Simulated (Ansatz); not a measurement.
An ordered 4-atom cell of TlSbO2 on the rocksalt lattice (R-3m) was relaxed with 5 functionals in Ansatz, cell and atoms free, the symmetry of the start kept (meshes: PBE 10×10×10, r2SCAN 8×8×8, PBEsol 8×8×8, LDA 8×8×8, HSE06 6×6×6). Spin-unpolarised throughout. Whether this structure exists isn't addressed.

The PBE result:
```cif
data_structure
_symmetry_space_group_name_H-M 'R-3m:H'
_symmetry_Int_Tables_number 166
_cell_length_a 3.5448
_cell_length_b 3.5448
_cell_length_c 19.7219
_cell_angle_alpha 90.000
_cell_angle_beta 90.000
_cell_angle_gamma 120.000
_cell_volume 214.62
loop_
_atom_site_label
_atom_site_type_symbol
_atom_site_symmetry_multiplicity
_atom_site_Wyckoff_symbol
_atom_site_fract_x
_atom_site_fract_y
_atom_site_fract_z
_atom_site_occupancy
Tl1 Tl 3 a 0.00000 0.00000 0.00000 1
Sb1 Sb 3 b 0.33333 0.66667 0.16667 1
O1 O 6 c 0.00000 0.00000 0.22712 1
```

Space group R-3m (No. 166), trigonal; a = 3.545 Å, c = 19.722 Å in the conventional setting, 17.88 Å³ an atom. Around Tl lie 6 O at 2.93 Å; around Sb lie 6 O at 2.37 Å; around O lie 3 Sb at 2.37 Å and 3 Tl at 2.93 Å.

(1) What lattice does HSE06 give?

(2) What lattice does PBEsol give?

(3) Held at the r2SCAN cell, what mean stress do LDA and PBE find, and does its sign point to their own minimum?

The cell is metallic with PBE, r2SCAN, PBEsol, LDA, and these meshes limit the relaxed cells of a metal. A gap that a hybrid shows on its coarser mesh alone may close between the points.

Answers

(1) a = 3.511 Å, c = 19.501 Å; the volume differs by -3.0 % from PBE's. Tl is surrounded by 6 O at 2.91 Å; Sb is surrounded by 6 O at 2.34 Å; O is surrounded by 3 Sb at 2.34 Å and 3 Tl at 2.91 Å.

(2) a = 3.490 Å, c = 19.271 Å; the volume differs by -5.3 % from PBE's. Around Tl lie 6 O at 2.86 Å; around Sb lie 6 O at 2.34 Å; around O lie 3 Sb at 2.34 Å and 3 Tl at 2.86 Å.

(3) Yes. LDA -4.67 GPa, and its relaxed volume is -5.4 % from r2SCAN's; PBE +2.82 GPa, and its relaxed volume is +3.2 % from r2SCAN's. Compression counts positive, so a positive stress asks for a larger cell.

Spin-orbit coupling is left out; in compounds of Pb, Bi, Tl or Hg it can lower a gap by up to about 1 eV, split its edges or invert the bands.
